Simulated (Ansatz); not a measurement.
## SCF log, CsB₃H₃

We look at CsB₃H₃: the coordinates of a database entry, unrelaxed (space group Fm-3m), with 14 atoms per cell. Forces or pressure are large there, so the entry is far from the computed equilibrium and may be faulty or of a sample under other conditions. Source: COD entry 1540351; it may be a high-temperature, high-pressure or metastable form.

Method: Ansatz development build ahead of 0.2.0, DFT, r2SCAN, PAW, plane waves, scalar-relativistic.

The input:

```yaml
crystal:
  lattice:
    - [0.0, 4.782, 4.782]
    - [4.782, 0.0, 4.782]
    - [4.782, 4.782, 0.0]
  atoms:
    - { symbol: Cs, position: [0.25, 0.25, 0.25] }
    - { symbol: Cs, position: [0.75, 0.75, 0.75] }
    - { symbol: H, position: [0.7565, 0.2435, 0.2435] }
    - { symbol: H, position: [0.2435, 0.7565, 0.2435] }
    - { symbol: H, position: [0.2435, 0.7565, 0.7565] }
    - { symbol: H, position: [0.7565, 0.2435, 0.7565] }
    - { symbol: H, position: [0.2435, 0.2435, 0.7565] }
    - { symbol: H, position: [0.7565, 0.7565, 0.2435] }
    - { symbol: B, position: [0.8726, 0.1274, 0.1274] }
    - { symbol: B, position: [0.1274, 0.8726, 0.1274] }
    - { symbol: B, position: [0.1274, 0.8726, 0.8726] }
    - { symbol: B, position: [0.8726, 0.1274, 0.8726] }
    - { symbol: B, position: [0.1274, 0.1274, 0.8726] }
    - { symbol: B, position: [0.8726, 0.8726, 0.1274] }
hamiltonian:
  xc: r2scan
  pseudopotentials: { kind: paw }
basis:
  ecutwfc: 500
kpoints:
  mp_grid: { grid: [3, 3, 3] }
scf:
  occupations: { method: fermi_dirac, width: 0.05 }
  lower_state_search: "off"
  max_iter: 15
output:
  forces: true
  stress: true
```

Launched as:
```sh
ansatz run input.yaml --threads 2 --pin off --max-ram 5120MiB --backend cpu --events-out ev --progress --plain --runs-dir out
```

Output (shortened):

```
Pseudopotentials: kind: paw
Pseudopotential: Cs, paw, valence charge 9, recommended cutoff 500 eV (meta_gga), Cs.paw.azcp
Pseudopotential: H, paw, valence charge 1, recommended cutoff 500 eV (meta_gga), H.paw.azcp
Pseudopotential: B, paw, valence charge 3, recommended cutoff 500 eV (meta_gga), B.paw.azcp
Functional definition: r2SCAN
Crystal: 14 atoms, lattice volume = 218.705 Å³
Basis set: ecut = 500 eV, 5601 PW (Γ), exchange–correlation on 200×200×200 points (64 copies of the dense FFT grid, shifted against one another)
Bands: 35, of which v1, the nominal top of the filled ones, is band 21 counted from 1 (20 counted from 0)
Symmetry: 48 space group operations
Space group: Fm-3m (ITA 225), of the structure as read, at distance tolerance 6.0e-5 Å
k-points: 4 of 27
Non-local potential: Cs, projectors of the file, l = 0: 3, l = 1: 2, l = 2: 2, l = 3: 2
Non-local potential: H, projectors of the file, l = 0: 2, l = 1: 1
Non-local potential: B, projectors of the file, l = 0: 2, l = 1: 2, l = 2: 1
PAW frozen core: Cs, regenerated for the run's functional (the file was generated under x = pbe(κ = 0.804, μ = 0.2195149727645171), c = pbe(β = 0.06672455060314922))
PAW frozen core: B, regenerated for the run's functional (the file was generated under x = pbe(κ = 0.804, μ = 0.2195149727645171), c = pbe(β = 0.06672455060314922))
Initial density: superposition of atomic densities (neutral atoms: chi_scale 0, normalization atom), corrected by the library's trained network
Initial wavefunctions: pseudopotential atomic-orbital guess
Functional: x = r2scan, c = r2scan; τ floored in thin density (d = 2e-4 eV/Å³)
SCF iter   1: F=-12411.309039 eV  HF=-12411.470150 eV  |F-HF|=1.61e-1  |Δ(HF+E_count)|=         —  Δρ=3.48e-3  dr2=2.29e-2  dr2_τ=1.06e0  ethr=1.77e-3  ⟨swp⟩=9.8  Hψ=926  notcnv=0  defer=4
preconditioner: auto → Resta (q_TF=auto, 2.072 Å⁻¹)  ε∞=2.6  [insulator: Δε(μ)=4.700 eV  Ē_g=12.255 eV  σ=0.050 eV  W_gap=1.00  n_scr=26 (ndim 8)  ℏωp=15.5 eV  f_vac=0.093  D(μ)=0.00/eV (n_scr^D=0)  ε∞_Penn≈2.6]
SCF iter   2: F=-12411.325808 eV  HF=-12411.327353 eV  |F-HF|=1.55e-3  |Δ(HF+E_count)|=   1.43e-1  Δρ=2.13e-3  dr2=5.86e-3  dr2_τ=2.79e-4  ethr=5.45e-5  ⟨swp⟩=3.2  Hψ=309  notcnv=0  defer=34
SCF iter   3: F=-12411.326583 eV  HF=-12411.326601 eV  |F-HF|=1.76e-5  |Δ(HF+E_count)|=   7.52e-4  Δρ=3.21e-4  dr2=1.57e-4  dr2_τ=6.08e-5  ethr=1.39e-5  ⟨swp⟩=2.0  Hψ=212  notcnv=0  defer=2
automatic band count: iteration 3 solves 27 bands in place of 35: the levels show a gap, and the empty bands left out lie too high to hold charge; the band table lists the bands solved (type scf.n_extra_bands for more)
SCF iter   4: F=-12411.326625 eV  HF=-12411.326625 eV  |F-HF|=4.07e-7  |Δ(HF+E_count)|=   2.41e-5  Δρ=8.94e-5  dr2=1.45e-5  dr2_τ=1.34e-6  ethr=3.74e-7  ⟨swp⟩=2.0  Hψ=193  notcnv=0  defer=2
SCF iter   5: F=-12411.326586 eV  HF=-12411.326586 eV  |F-HF|=2.61e-8  |Δ(HF+E_count)|=   3.87e-5  Δρ=1.73e-5  dr2=5.93e-7  dr2_τ=4.26e-8  ethr=3.46e-8  ⟨swp⟩=2.0  Hψ=182  notcnv=0  defer=2
SCF iter   6: F=-12411.326586 eV  HF=-12411.326586 eV  |F-HF|=9.80e-10  |Δ(HF+E_count)|=   1.73e-7  Δρ=3.34e-6  dr2=2.05e-8  dr2_τ=8.35e-10  ethr=2.38e-10  ⟨swp⟩=5.0  Hψ=452  notcnv=0
SCF 1 converged in 6 iterations: F = -12411.326586 eV  dr2 = 2.05e-8
  greatest PAW one-centre occupation: 0.912 electrons in one spin orbital (limit 2), on the Cs atom at site 1 (counted from 0), in its partial waves of l = 0
SCF converged after 6 iterations
Free energy (F): -12411.326586 eV
Harris-Foulkes:  -12411.326586 eV  (|F-HF|=9.80e-10)
Internal energy: -12411.326586 eV  (E = F + TS)
E sigma→0 (E₀):  -12411.326586 eV
Fermi energy:    4.005973 eV
--- Per-component energies (eV) ---
  E_band       = -209.386835
  E_kinetic    = 677.999526
  E_local      = -1384.404841  (includes V_loc(G=0)·N_el)
  E_nonlocal   = 138.336508
  E_hartree    = 499.261311
  E_xc         = -573.653888
  E_vxc        = -608.116335  (∫ρ·V_xc dr)
  E_paw        = -10671.598370  (= ΣΔE_a)
  E_vpaw       = -62.022639  (= ΣTr[D̂ρ^β])
  E_aug_tail   = -0.003074  (compensation charges beyond the density's cutoff)
  E_vtau       = 30.299584  (kinetic-family band-sum trace: ∫τ·v_τ [+ j·A + Jᵃ·Aᵃ] dr)
  E_ewald      = -1097.252863
  E_core_change = -0.010894  (= ΣΔE_core)
  E_smearing   = -0.000000  (= −TS)
  E_closure    = 0.000000  (closes the sum)
  Σ components = -12411.326586   (vs F -12411.326586, Δ=0.00e0)
--- Forces (eV/Å), atoms counted from 1 ---
  atom   1  Cs     0.00000000     0.00000000     0.00000000
  atom   2  Cs     0.00000000     0.00000000    -0.00000000
  atom   3  H      2.62812049    -0.00000000     0.00000000
  atom   4  H      0.00000000     2.62812049     0.00000000
  atom   5  H     -2.62812049     0.00000000     0.00000000
  atom   6  H      0.00000000    -2.62812049    -0.00000000
  atom   7  H     -0.00000000    -0.00000000     2.62812049
  atom   8  H      0.00000000    -0.00000000    -2.62812049
  atom   9  B     -2.53570804    -0.00000000    -0.00000000
  atom  10  B     -0.00000000    -2.53570804     0.00000000
  atom  11  B      2.53570804    -0.00000000    -0.00000000
  atom  12  B      0.00000000     2.53570804     0.00000000
  atom  13  B      0.00000000    -0.00000000    -2.53570804
  atom  14  B      0.00000000    -0.00000000     2.53570804
  max |Σ_I F_I| component: 3.11e-15 eV/Å
--- Stress (GPa, compression-positive) ---
        4.322923       0.000000      -0.000000
       -0.000000       4.322923       0.000000
       -0.000000       0.000000       4.322923
  P = ⅓ Tr σ = 4.3229 GPa (43.229 kbar)
```

Gaps of semilocal functionals run low against measured ones.

The run took 5 s on 2 threads of Arm Neoverse V1, on a shared host, peak memory 0.96 GiB.
